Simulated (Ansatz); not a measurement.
input.yaml

```yaml
crystal:
  lattice:
    - [0.0, 3.0415218748, 3.0415218748]
    - [3.0415218748, 0.0, 3.0415218748]
    - [3.0415218748, 3.0415218748, 0.0]
  atoms:
    - { symbol: Li, position: [0.0, 0.0, 0.0] }
    - { symbol: Zn, position: [0.25, 0.25, 0.25] }
    - { symbol: Zn, position: [0.75, 0.75, 0.75] }
    - { symbol: Zn, position: [0.5, 0.5, 0.5] }
basis:
  ecutwfc: 500
kpoints:
  mp_grid: { grid: [12, 12, 12] }
hamiltonian:
  xc: r2scan
scf:
  occupations: { method: gaussian, width: 0.1 }
output:
  forces: true
  stress: true
  eigenvalues: true
```

Run as
```bash
ansatz run input.yaml --threads 1 --pin off --max-ram 2560MiB --backend cpu --events-out ev --progress --plain --runs-dir out
```

Method: DFT r2SCAN, scalar-relativistic, plane waves, PAW (Ansatz).

From the run's log, abridged:

```
Pseudopotentials: kind: paw
Pseudopotential: Li, paw, valence charge 3, recommended cutoff 500 eV (meta_gga)
Pseudopotential: Zn, paw, valence charge 12, recommended cutoff 500 eV (meta_gga)
Functional definition: r2SCAN
Crystal: 4 atoms, lattice volume = 56.273 Å³
Basis set: ecut = 500 eV, 1459 PW (Γ), exchange–correlation on 128×128×128 points (64 copies of the dense FFT grid, shifted against one another)
Bands: 24, of which v1, the nominal top of the filled ones, is band 20 counted from 1 (19 counted from 0)
Symmetry: 48 space group operations
Space group: Fm-3m (ITA 225), of the structure as read, at distance tolerance 3.8e-5 Å
k-points: 72 of 1728
Initial density: superposition of atomic densities (neutral atoms: chi_scale 0, normalization atom), corrected by the library's trained network
Initial wavefunctions: pseudopotential atomic-orbital guess
Functional: x = r2scan, c = r2scan; τ floored in thin density (d = 2e-4 eV/Å³)
SCF iter   1: F=—  HF=-10182.820146 eV  |F-HF|=—  |Δ(HF+E_count)|=         —  Δρ=2.21e-2  dr2=1.47e-1  dr2_τ=4.28e-3  ethr=1.77e-3  ⟨swp⟩=5.5  Hψ=8175  notcnv=0
SCF iter   2: F=—  HF=-10182.805188 eV  |F-HF|=—  |Δ(HF+E_count)|=   1.50e-2  Δρ=1.73e-3  dr2=1.96e-3  dr2_τ=6.54e-4  ethr=3.77e-4  ⟨swp⟩=2.0  Hψ=3925  notcnv=0  defer=33
SCF iter   3: F=—  HF=-10182.798936 eV  |F-HF|=—  |Δ(HF+E_count)|=   6.25e-3  Δρ=3.96e-3  dr2=7.09e-3  dr2_τ=1.23e-5  ethr=5.03e-6  ⟨swp⟩=2.1  Hψ=3391  notcnv=0  defer=33
SCF iter   4: F=—  HF=-10182.796758 eV  |F-HF|=—  |Δ(HF+E_count)|=   2.18e-3  Δρ=9.56e-4  dr2=7.82e-4  dr2_τ=3.61e-6  ethr=5.03e-6  ⟨swp⟩=2.0  Hψ=3007  notcnv=0  defer=33
SCF iter   5: F=—  HF=-10182.796894 eV  |F-HF|=—  |Δ(HF+E_count)|=   1.36e-4  Δρ=9.67e-4  dr2=4.29e-4  dr2_τ=2.53e-6  ethr=2.01e-6  ⟨swp⟩=2.0  Hψ=3038  notcnv=0  defer=33
SCF iter   6: F=—  HF=-10182.796713 eV  |F-HF|=—  |Δ(HF+E_count)|=   1.81e-4  Δρ=2.21e-4  dr2=5.93e-5  dr2_τ=1.62e-7  ethr=1.10e-6  ⟨swp⟩=2.0  Hψ=3013  notcnv=0  defer=33
SCF iter   7: F=—  HF=-10182.796722 eV  |F-HF|=—  |Δ(HF+E_count)|=   9.71e-6  Δρ=9.54e-5  dr2=5.06e-6  dr2_τ=5.28e-8  ethr=1.52e-7  ⟨swp⟩=2.0  Hψ=2706  notcnv=0  defer=33
SCF iter   8: F=-10182.796725 eV  HF=-10182.796725 eV  |F-HF|=1.69e-8  |Δ(HF+E_count)|=   2.84e-6  Δρ=1.22e-5  dr2=7.02e-8  dr2_τ=3.55e-10  ethr=2.56e-10  ⟨swp⟩=5.8  Hψ=9496  notcnv=0
SCF 1 converged in 8 iterations: F = -10182.796725 eV  dr2 = 7.02e-8
SCF converged after 8 iterations
Free energy (F): -10182.796725 eV
Harris-Foulkes:  -10182.796725 eV  (|F-HF|=1.69e-8)
Internal energy: -10182.790988 eV  (E = F + TS)
E sigma→0 (E₀):  -10182.793857 eV
Entropy (-TS):   -0.005737 eV (-1.434 meV/atom)
Fermi energy:    9.458518 eV
--- Per-component energies (eV) ---
  E_band       = 13.283669
  E_kinetic    = 414.183691
  E_local      = -5023.405075  (includes V_loc(G=0)·N_el)
  E_nonlocal   = 1805.572354
  E_hartree    = 2105.312746
  E_xc         = -384.720620
  E_vxc        = -180.466027  (∫ρ·V_xc dr)
  E_paw        = -5558.335706  (= ΣΔE_a)
  E_vpaw       = -1224.093053  (= ΣTr[D̂ρ^β])
  E_aug_tail   = -0.000193  (compensation charges beyond the density's cutoff)
  E_vtau       = 10.852455  (kinetic-family band-sum trace: ∫τ·v_τ [+ j·A + Jᵃ·Aᵃ] dr)
  E_ewald      = -3540.850330
  E_core_change = -0.547856  (= ΣΔE_core)
  E_smearing   = -0.005737  (= −TS)
--- Forces (eV/Å), atoms counted from 1 ---
  atom   1  Li     0.00000000     0.00000000     0.00000000
  atom   2  Zn     0.00000000     0.00000000     0.00000000
  atom   3  Zn     0.00000000     0.00000000     0.00000000
  atom   4  Zn     0.00000000     0.00000000     0.00000000
--- Stress (GPa, compression-positive) ---
       -1.895094       0.000000       0.000000
        0.000000      -1.895094       0.000000
        0.000000       0.000000      -1.895094
  P = ⅓ Tr σ = -1.8951 GPa (-18.951 kbar)
--- Band table (eV; the first three rows and the last of 72) ---
  k-point 0: bands = ["-38.2840", "-0.5324", "1.1323", "1.1323", "1.4142", "1.4142", "1.4142", "1.4524", "1.4524", "1.4524", "2.1186", "2.1186", "2.1549", "2.1549", "2.1589", "2.1589", "2.1589", "12.0966", "12.0966", "12.0966", "12.8999", "12.9813", "12.9813", "12.9813"]
  k-point 1: bands = ["-38.2840", "-0.4505", "1.1436", "1.1436", "1.3621", "1.3964", "1.3964", "1.4779", "1.4779", "1.5242", "2.1103", "2.1103", "2.1191", "2.1191", "2.1329", "2.1887", "2.1887", "10.5675", "11.7400", "11.7400", "12.8586", "13.4664", "13.4664", "14.2055"]
  k-point 2: bands = ["-38.2839", "-0.2095", "1.1771", "1.1771", "1.3182", "1.3714", "1.3714", "1.5236", "1.5236", "1.6298", "2.0545", "2.0545", "2.0604", "2.1107", "2.1107", "2.2107", "2.2107", "8.7760", "11.2815", "11.2815", "12.6578", "13.8370", "13.8370", "14.4442"]
  k-point 71: bands = ["-38.2835", "1.1421", "1.1421", "1.2902", "1.3273", "1.3552", "1.6614", "1.6614", "1.7912", "1.8046", "1.8046", "1.9003", "1.9971", "2.1673", "2.1673", "2.3350", "4.5692", "4.8399", "4.8399", "6.7634", "13.6430", "13.6430", "14.3329", "16.0667"]
```

Self-consistency was reached.

Time: 14 s on 1 thread of Arm Neoverse V2, on a shared host, peak memory 0.58 GiB.